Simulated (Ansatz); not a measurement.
Input for Ansatz (plane-wave DFT, PAW):

```yaml
crystal:
  lattice:
    - [6.923604, -0.098592, 0.184883]
    - [-0.098592, 6.9182, 0.239849]
    - [0.184883, 0.239849, 7.138223]
  atoms:
    - { symbol: Fe, position: [0.7286416783, 0.2758675587, 0.3176298336] }
    - { symbol: Fe, position: [0.8131880701, 0.4730627656, 0.6072016784] }
    - { symbol: Fe, position: [0.9934272825, 0.764796991, 0.0225019664] }
    - { symbol: Fe, position: [0.6666953726, 0.9600908162, 0.3935621375] }
    - { symbol: Fe, position: [0.5218355451, 0.5519621679, 0.3667610251] }
    - { symbol: Fe, position: [0.1411432791, 0.5427957553, 0.3062912094] }
    - { symbol: Fe, position: [0.0328117205, 0.6535325964, 0.7363456899] }
    - { symbol: Fe, position: [0.901947145, 0.0648955553, 0.2008394846] }
    - { symbol: Fe, position: [0.1267871778, 0.0224219412, 0.9476516453] }
    - { symbol: Fe, position: [0.3162035716, 0.6506190917, 0.0241804223] }
    - { symbol: Fe, position: [0.8146278558, 0.7091157678, 0.3918439585] }
    - { symbol: Fe, position: [0.5866455887, 0.7495013189, 0.1116732606] }
    - { symbol: Fe, position: [0.7367421289, 0.5020840653, 0.0087186228] }
    - { symbol: Fe, position: [0.414737366, 0.352938211, 0.1544373423] }
    - { symbol: "Y", position: [0.2853706812, 0.3253667625, 0.6653992928] }
    - { symbol: "Y", position: [0.6146480855, 0.0757397874, 0.9570024561] }
    - { symbol: "Y", position: [0.5338994695, 0.6775052929, 0.7075714745] }
    - { symbol: "Y", position: [0.2830044393, 0.9289655245, 0.2710161089] }
    - { symbol: "Y", position: [0.9542312772, 0.0081135552, 0.6002161814] }
    - { symbol: Ni, position: [0.0361040696, 0.3186385912, 0.0517022202] }
basis:
  ecutwfc: 420
kpoints:
  mp_grid: { grid: [3, 4, 3] }
hamiltonian:
  xc: pbe
scf:
  occupations: { method: fermi_dirac, width: 0.162 }
output:
  forces: true
  stress: true
  eigenvalues: true
  populations: true
  write_density: true
  write_potential: true
  elf: true
  volumetric_format: npy
```

Command:
```bash
ansatz run input.yaml --threads 2 --pin off --max-ram 5120MiB --backend cpu --events-out ev --progress --plain --runs-dir out
```

Theory: DFT PBE, scalar-relativistic, plane waves, PAW (Ansatz).

Abridged output:

```
band count auto-derived: 183 (N_el = 297.0; filled up to band 149; 179 by the electrons, moments and atoms)
Pseudopotentials: kind: paw
Pseudopotential: Fe, paw, valence charge 16, recommended cutoff 420 eV (normal)
Pseudopotential: Y, paw, valence charge 11, recommended cutoff 420 eV (normal)
Pseudopotential: Ni, paw, valence charge 18, recommended cutoff 420 eV (normal)
Functional definition: PBE
Crystal: 20 atoms, lattice volume = 341.200 Å³
Basis set: ecut = 420 eV, 6661 PW (Γ), exchange–correlation on 96×96×96 points (8 copies of the dense FFT grid, shifted against one another)
Bands: 183, of which v1, the nominal top of the filled ones, is band 149 counted from 1 (148 counted from 0)
Symmetry: 1 space group operations
Space group: P1 (ITA 1), of the structure as read, at distance tolerance 7.0e-5 Å
k-points: 19 of 36 (time reversal used)
Initial density: superposition of atomic densities (neutral atoms: chi_scale 0, normalization atom), corrected by the library's trained network
Initial wavefunctions: pseudopotential atomic-orbital guess
Functional: x = pbe(κ = 0.804, μ = 0.21951497), c = pbe(β = 0.06672455)
SCF iter   1: F=—  HF=-87798.027288 eV  |F-HF|=—  |Δ(HF+E_count)|=         —  Δρ=1.69e-2  dr2=1.31e0  ethr=1.77e-3  ⟨swp⟩=5.0  Hψ=11960  notcnv=0
SCF iter   2: F=—  HF=-87797.995853 eV  |F-HF|=—  |Δ(HF+E_count)|=   3.14e-2  Δρ=7.55e-3  dr2=3.15e-1  ethr=4.43e-4  ⟨swp⟩=1.0  Hψ=4009  notcnv=0
SCF iter   3: F=—  HF=-87797.989014 eV  |F-HF|=—  |Δ(HF+E_count)|=   6.84e-3  Δρ=1.67e-3  dr2=1.66e-2  ethr=1.06e-4  ⟨swp⟩=1.0  Hψ=3477  notcnv=0
SCF iter   4: F=—  HF=-87797.988436 eV  |F-HF|=—  |Δ(HF+E_count)|=   5.78e-4  Δρ=4.86e-4  dr2=1.01e-3  ethr=5.59e-6  ⟨swp⟩=1.0  Hψ=3477  notcnv=0
SCF iter   5: F=—  HF=-87797.988408 eV  |F-HF|=—  |Δ(HF+E_count)|=   2.76e-5  Δρ=2.69e-4  dr2=2.06e-4  ethr=3.41e-7  ⟨swp⟩=2.7  Hψ=6113  notcnv=0
SCF iter   6: F=—  HF=-87797.988348 eV  |F-HF|=—  |Δ(HF+E_count)|=   6.00e-5  Δρ=8.22e-5  dr2=3.13e-5  ethr=6.94e-8  ⟨swp⟩=1.1  Hψ=3478  notcnv=0
SCF iter   7: F=—  HF=-87797.988834 eV  |F-HF|=—  |Δ(HF+E_count)|=   4.85e-4  Δρ=5.02e-5  dr2=8.58e-6  ethr=1.05e-8  ⟨swp⟩=1.0  Hψ=3477  notcnv=0
SCF iter   8: F=—  HF=-87797.988833 eV  |F-HF|=—  |Δ(HF+E_count)|=   9.48e-7  Δρ=2.42e-5  dr2=1.25e-6  ethr=2.89e-9  ⟨swp⟩=2.0  Hψ=3749  notcnv=0
SCF iter   9: F=—  HF=-87797.988832 eV  |F-HF|=—  |Δ(HF+E_count)|=   2.05e-7  Δρ=1.16e-5  dr2=5.91e-7  ethr=4.20e-10  ⟨swp⟩=2.0  Hψ=5999  notcnv=0
SCF iter  10: F=—  HF=-87797.988832 eV  |F-HF|=—  |Δ(HF+E_count)|=   2.09e-8  Δρ=5.56e-6  dr2=1.02e-7  ethr=1.99e-10  ⟨swp⟩=1.0  Hψ=3477  notcnv=0
SCF iter  11: F=-87797.988832 eV  HF=-87797.988832 eV  |F-HF|=1.83e-8  |Δ(HF+E_count)|=   6.88e-9  Δρ=3.44e-6  dr2=2.19e-8  ethr=3.37e-11  ⟨swp⟩=7.7  Hψ=22101  notcnv=0
SCF 1 converged in 11 iterations: F = -87797.988832 eV  dr2 = 2.19e-8
SCF converged after 11 iterations
Free energy (F): -87797.988832 eV
Harris-Foulkes:  -87797.988832 eV  (|F-HF|=1.83e-8)
Internal energy: -87794.559014 eV  (E = F + TS)
E sigma→0 (E₀):  -87796.273923 eV
Entropy (-TS):   -3.429818 eV (-171.491 meV/atom)
Fermi energy:    13.424000 eV
--- Per-component energies (eV) ---
  E_band       = -4837.821954
  E_kinetic    = 6766.734037
  E_local      = -54284.855134  (includes V_loc(G=0)·N_el)
  E_nonlocal   = 3935.052014
  E_hartree    = 23484.065933
  E_xc         = -2601.742511
  E_vxc        = -3229.699454  (∫ρ·V_xc dr)
  E_paw        = -34887.640097  (= ΣΔE_a)
  E_vpaw       = -4993.202959  (= ΣTr[D̂ρ^β])
  E_aug_tail   = 0.012138  (compensation charges beyond the density's cutoff)
  E_ewald      = -30206.185394
  E_smearing   = -3.429818  (= −TS)
--- Forces (eV/Å), atoms counted from 1 ---
  atom   1  Fe    -0.66611004     1.93683496     0.26552058
  atom   2  Fe     0.73414345    -1.44586222    -0.14319421
  atom   3  Fe    -1.26746090    -1.95180354     0.99648788
  atom   4  Fe    -2.39525879     0.58404716     0.30602432
  atom   5  Fe    -0.56457732    -0.74233248    -0.17509395
  atom   6  Fe    -0.20947801    -0.46190369    -0.01776311
  atom   7  Fe     0.14220407    -0.74743947     0.07835851
  atom   8  Fe     1.00483640    -2.03977415    -0.75123919
  atom   9  Fe     0.85581998     0.71304171    -0.67678035
  atom  10  Fe    -1.49221193    -1.03322959    -0.21530450
  atom  11  Fe     1.99964538    -1.38609903    -1.52250658
  atom  12  Fe     1.88859071    -0.44877892     0.84937539
  atom  13  Fe     0.21475888    -0.69710951    -0.13707272
  atom  14  Fe    -0.22064701     0.45935610     0.16327267
  atom  15  Y     -0.13694821    -0.01241277    -0.13299152
  atom  16  Y      0.52777436     1.83193014    -0.91896786
  atom  17  Y     -0.25729023     2.00405270     0.38390411
  atom  18  Y     -0.35009660     0.52717073     1.39132161
  atom  19  Y     -0.47123357     0.71102699     0.58558060
  atom  20  Ni     0.66351559     2.19924599    -0.32892228
--- Stress (GPa, compression-positive) ---
       -4.241642       0.792044      -2.582941
        0.792044       1.827945       0.210907
       -2.582941       0.210906      -4.834163
  P = ⅓ Tr σ = -2.4160 GPa (-24.160 kbar)
--- Band table (eV; the first three rows and the last of 19) ---
  k-point 0: bands = ["-89.7669", "-73.7188", "-73.7134", "-73.5566", "-73.5333", "-73.4491", "-73.4396", "-73.4290", "-73.3784", "-73.2973", "-73.2902", "-73.2780", "-73.2233", "-73.1422", "-73.1190", "-50.3245", "-50.1407", "-50.0231", "-40.3340", "-40.2924", "-40.1399", "-40.0156", "-39.8404", "-39.8103", "-39.7924", "-39.7797", "-39.7649", "-39.6756", "-39.6707", "-39.6139", "-39.6058", "-39.5695", "-39.5513", "-39.4825", "-39.4603", "-39.4545", "-39.4271", "-39.4107", "-39.4076", "-39.3839", "-39.3696", "-39.3564", "-39.3493", "-39.3249", "-39.3223", "-39.3159", "-39.3041", "-39.2896", "-39.2821", "-39.2671", "-39.2602", "-39.2545", "-39.2243", "-39.2031", "-39.1908", "-39.1646", "-39.1 ...
  k-point 1: bands = ["-89.7669", "-73.7186", "-73.7136", "-73.5566", "-73.5333", "-73.4491", "-73.4396", "-73.4290", "-73.3784", "-73.2974", "-73.2902", "-73.2780", "-73.2233", "-73.1422", "-73.1190", "-50.3245", "-50.1407", "-50.0231", "-40.3341", "-40.2923", "-40.1399", "-40.0155", "-39.8426", "-39.8125", "-39.7925", "-39.7788", "-39.7581", "-39.6757", "-39.6712", "-39.6215", "-39.6018", "-39.5694", "-39.5513", "-39.4824", "-39.4600", "-39.4537", "-39.4262", "-39.4113", "-39.4080", "-39.3837", "-39.3693", "-39.3552", "-39.3487", "-39.3260", "-39.3227", "-39.3156", "-39.3053", "-39.2919", "-39.2815", "-39.2654", "-39.2593", "-39.2548", "-39.2243", "-39.2027", "-39.1914", "-39.1647", "-39.1 ...
  k-point 2: bands = ["-89.7669", "-73.7187", "-73.7133", "-73.5571", "-73.5332", "-73.4483", "-73.4397", "-73.4293", "-73.3785", "-73.2974", "-73.2902", "-73.2780", "-73.2233", "-73.1422", "-73.1190", "-50.3245", "-50.1407", "-50.0231", "-40.3355", "-40.2923", "-40.1387", "-40.0155", "-39.8401", "-39.8088", "-39.7927", "-39.7791", "-39.7659", "-39.6764", "-39.6699", "-39.6158", "-39.6007", "-39.5693", "-39.5578", "-39.4828", "-39.4610", "-39.4489", "-39.4263", "-39.4135", "-39.4047", "-39.3839", "-39.3716", "-39.3627", "-39.3447", "-39.3238", "-39.3213", "-39.3149", "-39.3056", "-39.2907", "-39.2829", "-39.2689", "-39.2579", "-39.2544", "-39.2244", "-39.2031", "-39.1907", "-39.1646", "-39.1 ...
  k-point 18: bands = ["-89.7669", "-73.7185", "-73.7135", "-73.5571", "-73.5334", "-73.4483", "-73.4396", "-73.4292", "-73.3785", "-73.2974", "-73.2902", "-73.2780", "-73.2233", "-73.1422", "-73.1190", "-50.3245", "-50.1407", "-50.0231", "-40.3355", "-40.2923", "-40.1386", "-40.0191", "-39.8424", "-39.8081", "-39.7934", "-39.7760", "-39.7612", "-39.6776", "-39.6667", "-39.6225", "-39.5952", "-39.5670", "-39.5587", "-39.4835", "-39.4650", "-39.4465", "-39.4238", "-39.4153", "-39.4074", "-39.3833", "-39.3689", "-39.3605", "-39.3449", "-39.3242", "-39.3232", "-39.3150", "-39.3068", "-39.2922", "-39.2848", "-39.2672", "-39.2577", "-39.2549", "-39.2239", "-39.2027", "-39.1908", "-39.1648", "-39. ...
--- Löwdin populations: 20 sites ---
  site symbol q [e]
     0     Fe     15.7988
     1     Fe     15.7911
     2     Fe     15.7691
     3     Fe     15.8309
     4     Fe     15.8214
     5     Fe     15.7833
     6     Fe     15.8200
     7     Fe     15.8527
     8     Fe     15.8727
     9     Fe     15.8131
    10     Fe     15.7786
    11     Fe     15.8259
    12     Fe     15.7978
    13     Fe     15.8072
    14      Y     10.9412
    15      Y     11.0244
    16      Y     11.1260
    17      Y     11.0706
    18      Y     11.0930
    19     Ni     17.6808
  spilling = 0.009096 (of n_electrons = 297.000000)
```

Self-consistency was reached.

Time: 110 s on 2 threads of Arm Neoverse V2, on a shared host, peak memory 1.5 GiB.

Spin polarisation was left out, and a magnetic state may lie lower.